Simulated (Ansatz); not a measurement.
Au (fcc (Cu type), space group No. 225) at seven volumes, plane-wave PAW PBE (Ansatz code), scaled uniformly. One row is withheld.

```tsv
V (Å³/atom)	P (GPa)
16.347	17.27
16.886	10.31
17.425	4.64
17.964	0.00
18.503	-3.80
19.042	-6.88
19.581	?
```

Problem. Fit the shown pressures and predict the withheld one.

Solution. P = (3/2)B₀(x^(7/2) − x^(5/2))[1 + (3/4)(B′ − 4)(x − 1)] with x = (V₀/V)^(2/3). Least squares on the six rows gives V₀ = 17.963 Å³/atom, B₀ = 140 GPa, B′ = 5.77. At V = 19.581, x = 0.9441 and P = -9.41 GPa. The run itself gave -9.31 GPa.

Space group Fm-3m (fcc (Cu type)). The cell was relaxed with PBE under the symmetry of its start. Spin–orbit coupling is left out wherever it is not named.

Potentials: the earlier of the program's two PAW sets.
